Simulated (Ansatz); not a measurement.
H$_{4}$IN in space group Imm2 (No. 44; H on 4c, H on 4d, I on 2b, N on 2a), plane-wave PAW r²SCAN+D4 (Ansatz code). The conduction-band minimum lies at Γ, with 1 equivalent valley. Second derivatives d²E/dk² of the lowest band at one valley (eV·Å²), along Cartesian directions:

```
direction  d²E/dk²
---------  -------
[100]        22.10
[010]        23.11
[001]        21.37
[110]        22.61
[101]        21.73
[011]        22.24
```

Find the principal effective masses, the density-of-states mass and the conductivity mass.

Off-diagonal terms follow from H_xy = H[110] − (H_xx + H_yy)/2, and m*/mₑ = 7.620 eV·Å² over each eigenvalue: 0.33, 0.34, 0.36. One valley's DOS mass (m₁m₂m₃)^(1/3) = 0.34, conductivity mass 3/(Σ 1/mᵢ) = 0.34 mₑ.

What effective density of states Nc follows at 300 K for parabolic valleys?

Nc = 2.509e19 × 1 × (0.34)^(3/2) ≈ 5.0e18 cm⁻³.

The workflow started from a Materials Project entry (that database holds measured and hypothetical structures alike); the Crystallography Open Database copy checked does not list it. Whether it is the stable phase at ambient conditions was not checked. The cell was relaxed with r²SCAN+D4 under the symmetry of its start. At this level the phase is dynamically unstable (imaginary phonons). Spin–orbit coupling is left out wherever it is not named.

Potentials: the later of the program's two PAW sets.

Edges and masses are those of Kohn–Sham bands, whose gap is no quasiparticle gap.
